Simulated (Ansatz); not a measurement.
InP:
```
InP
1.0
    4.17054     0.00000     0.00000
   -2.08527     3.61179     0.00000
    0.00000     0.00000    13.64253
In P
4 4
Direct
  0.00000   0.00000   0.00013
  0.00000   0.00000   0.50013
  0.66667   0.33333   0.75018
  0.33333   0.66667   0.25018
  0.00000   0.00000   0.81290
  0.00000   0.00000   0.31290
  0.66667   0.33333   0.56243
  0.33333   0.66667   0.06243
```

Relaxed with HSE06.

Q: Give the Bader charges and basin volumes of the independent atoms, HSE06 in the plane-wave PAW code Ansatz.

A: 

```tsv
atom	Bader charge (e)	Bader volume (Å³)
In1	+0.99	21.2
In3	+0.98	21.6
P5	-0.99	29.8
P7	-0.99	30.1
```

Space group P6_3mc. The cell is a constructed one: a structure type filled with these elements; the Crystallography Open Database copy checked does not list it. It is not the phase usual at ambient conditions (space group No. 216). The cell was relaxed with HSE06 under the symmetry of its start; its stability against distortions is not shown here.

Potentials: the later of the program's two PAW sets.
